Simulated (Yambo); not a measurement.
```
CELL_PARAMETERS angstrom
      1.95904    -5.18130     0.00000
      1.95904     5.18130     0.00000
      0.00000     0.00000     3.97296
ATOMIC_POSITIONS crystal
  H  0.03190 0.96810 0.09634
  H  0.96810 0.03190 0.59634
  O  0.10279 0.89721 0.25881
  O  0.89721 0.10279 0.75881
  K  0.36091 0.63909 0.23944
  K  0.63909 0.36091 0.73944
```

KOH (space group Cmc2_1, No. 36): mean Im ε in 1 eV windows above the direct gap of 6.41 eV, for different electron-hole kernels (Yambo, broadening 0.15 eV, PBEsol (pw.x of Quantum ESPRESSO, ONCV potentials, no spin-orbit coupling) bands; 6×6×6 mesh, 6 valence and 6 conduction bands, static screening with 45 bands and a 3 Ry block, scissor 2.53 eV, Tamm-Dancoff; field along x).

| window (eV) | independent quasiparticles | RPA (no attraction) | BSE |
|---|---|---|---|
| 6.4 to 7.4 | 0.3 | 0.2 | 2.2 |
| 7.4 to 8.4 | 0.9 | 0.7 | 1.8 |
| 8.4 to 9.4 | 1.6 | 1.2 | 0.8 |
| 9.4 to 10.4 | 2.3 | 1.8 | 0.4 |
| 10.4 to 11.4 | 2.1 | 2.6 | 0.4 |

This run doesn't resolve bound excitons or single peaks, so only averages are given, and they too depend on the mesh; weight that the attraction moves below the gap isn't listed. All transitions below 11.56 eV are in the band window. The scissor comes from a G0W0 run whose convergence isn't established.

Geometry of the Materials Project entry, not relaxed at this level.

The structure is a Materials Project entry; no match was found in the copy of COD used, and its stability was not checked.
